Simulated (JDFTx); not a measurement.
An input for JDFTx (a modified build) (Mg(1 1 -2 1), linear PCM (GLSSA13), water, 1 M NaCl; bohr, hartree) and the course of its log:

```
lattice \
  10.3823440745 5.1911720373 0.0000000000 \
  0.0000000000 10.1672473023 0.0000000000 \
  0.0000000000 0.0000000000 45.9203448284
coords-type Lattice
ion Mg 0.1456474702 0.3758545327 -0.1684103158 0
ion Mg 0.7071407195 0.9278511889 -0.1429702823 0
ion Mg 0.5998848340 0.4668969989 -0.1091434510 0
ion Mg 0.1614940160 0.0103453019 -0.0779596080 0
ion Mg 0.0564365310 0.5537936049 -0.0467757650 0
ion Mg 0.6180457130 0.0972419074 -0.0155919220 0
ion Mg 0.5129882280 0.6406902104 0.0155919220 0
ion Mg 0.0745974100 0.1841385129 0.0467757650 0
ion Mg 0.9695399250 0.7275868159 0.0779596080 0
ion Mg 0.5311491070 0.2710351189 0.1091434510 0
ion Mg 0.4238932215 0.8100809289 0.1429702823 0
ion Mg 0.9853864708 0.3620775852 0.1684103158 0
ion-species pseudo/mg_pbe_v1.4.upf
elec-cutoff 20 100
elec-ex-corr gga-PBE
coulomb-interaction Slab 001
coulomb-truncation-embed 0 0 0
kpoint-folding 4 4 1
elec-smearing Fermi 0.01
elec-n-bands 78
electronic-scf nIterations 100 energyDiffThreshold 1e-08
fluid LinearPCM
pcm-variant GLSSA13
fluid-solvent H2O
fluid-cation Na+ 1
fluid-anion Cl- 1
fluid-minimize nIterations 400 knormThreshold 1e-12
wavefunction read vac.wfns
elec-initial-eigenvals vac.eigenvals
dump-name f0.$VAR
dump End State Ecomponents EigStats BandEigs Forces ElecDensity IonicPositions Fillings Kpoints Dtot FluidDebug BoundCharge FluidDensity
```

```
[one cycle in 5 is shown, and the last three; fluid-solver lines are left out]
	FillingsUpdate:  mu: -0.122892279  nElectrons: 120.000000
SCF: Cycle:  0   F: -751.867106625936231   dF: -3.568e-05   |Residual|: 9.841e-03   |deigs|: 1.862e-04
	FillingsUpdate:  mu: -0.113286299  nElectrons: 120.000000
SCF: Cycle:  5   F: -751.870437926743762   dF: -5.092e-04   |Residual|: 4.288e-03   |deigs|: 1.376e-03
	FillingsUpdate:  mu: -0.084160744  nElectrons: 120.000000
SCF: Cycle: 10   F: -751.901091033369426   dF: -1.968e-02   |Residual|: 1.239e-02   |deigs|: 1.687e-02
	FillingsUpdate:  mu: -0.057076335  nElectrons: 120.000000
SCF: Cycle: 15   F: -751.911824137172630   dF: -4.042e-03   |Residual|: 2.065e-02   |deigs|: 2.595e-02
	FillingsUpdate:  mu: -0.105535555  nElectrons: 120.000000
SCF: Cycle: 20   F: -751.876055042348980   dF: +6.507e-03   |Residual|: 5.909e-03   |deigs|: 6.468e-03
	FillingsUpdate:  mu: -0.105934116  nElectrons: 120.000000
SCF: Cycle: 25   F: -751.877988066223679   dF: -3.123e-04   |Residual|: 6.770e-03   |deigs|: 2.071e-04
	FillingsUpdate:  mu: -0.094472500  nElectrons: 120.000000
SCF: Cycle: 30   F: -751.893149660500740   dF: -3.645e-03   |Residual|: 8.121e-03   |deigs|: 3.638e-03
	FillingsUpdate:  mu: -0.097392958  nElectrons: 120.000000
SCF: Cycle: 35   F: -751.890565706969483   dF: +5.704e-04   |Residual|: 8.743e-03   |deigs|: 4.493e-04
	FillingsUpdate:  mu: -0.082071591  nElectrons: 120.000000
SCF: Cycle: 40   F: -751.903939664490281   dF: -3.698e-03   |Residual|: 8.047e-03   |deigs|: 7.683e-04
	FillingsUpdate:  mu: -0.085513868  nElectrons: 120.000000
SCF: Cycle: 45   F: -751.912609156329609   dF: +4.598e-03   |Residual|: 1.133e-02   |deigs|: 4.378e-03
	FillingsUpdate:  mu: -0.037028923  nElectrons: 120.000000
SCF: Cycle: 50   F: -751.931043701387125   dF: +1.276e-02   |Residual|: 2.343e-02   |deigs|: 2.370e-02
	FillingsUpdate:  mu: -0.043443171  nElectrons: 120.000000
SCF: Cycle: 55   F: -743.184400104027986   dF: -3.356e-01   |Residual|: 1.380e+00   |deigs|: 3.200e-02
	FillingsUpdate:  mu: -0.067045730  nElectrons: 120.000000
SCF: Cycle: 60   F: -751.938599237637959   dF: +1.183e-03   |Residual|: 1.096e-02   |deigs|: 3.143e-03
	FillingsUpdate:  mu: -0.051753496  nElectrons: 120.000000
SCF: Cycle: 65   F: -751.949359038701687   dF: -4.149e-03   |Residual|: 1.512e-02   |deigs|: 6.057e-03
	FillingsUpdate:  mu: -0.058430194  nElectrons: 120.000000
SCF: Cycle: 70   F: -751.942254787367801   dF: +2.147e-03   |Residual|: 1.352e-02   |deigs|: 1.905e-03
	FillingsUpdate:  mu: -0.057882988  nElectrons: 120.000000
SCF: Cycle: 75   F: -751.938399826128830   dF: +1.167e-03   |Residual|: 1.161e-02   |deigs|: 2.159e-03
	FillingsUpdate:  mu: -0.054436446  nElectrons: 120.000000
SCF: Cycle: 80   F: -751.943121797879371   dF: +4.161e-03   |Residual|: 1.160e-02   |deigs|: 2.396e-03
	FillingsUpdate:  mu: -0.054746128  nElectrons: 120.000000
SCF: Cycle: 85   F: -751.947911069536190   dF: +8.832e-04   |Residual|: 1.107e-02   |deigs|: 2.472e-04
	FillingsUpdate:  mu: -0.055289403  nElectrons: 120.000000
SCF: Cycle: 90   F: -751.949046484840210   dF: +2.605e-04   |Residual|: 1.272e-02   |deigs|: 1.643e-03
	FillingsUpdate:  mu: -0.057196831  nElectrons: 120.000000
SCF: Cycle: 95   F: -751.945131732163190   dF: -4.412e-04   |Residual|: 1.358e-02   |deigs|: 7.848e-04
	FillingsUpdate:  mu: -0.049799748  nElectrons: 120.000000
SCF: Cycle: 97   F: -751.952013933035801   dF: -6.638e-03   |Residual|: 1.202e-02   |deigs|: 7.271e-03
	FillingsUpdate:  mu: -0.053649294  nElectrons: 120.000000
SCF: Cycle: 98   F: -751.946948070377402   dF: +5.066e-03   |Residual|: 1.270e-02   |deigs|: 4.839e-03
	FillingsUpdate:  mu: -0.050777153  nElectrons: 120.000000
SCF: Cycle: 99   F: -751.946925330980662   dF: +2.274e-05   |Residual|: 1.266e-02   |deigs|: 3.990e-03
SCF: None of the convergence criteria satisfied after 100 iterations.
IonicMinimize: Iter:   0  F: -751.946925330980662  |grad|_K:  0.000e+00
IonicMinimize: Converged (|grad|_K<1.000000e-04).
```

This run gave no converged result. The electronic loop ended without meeting its threshold, so the last energy, levels and forces aren't results.
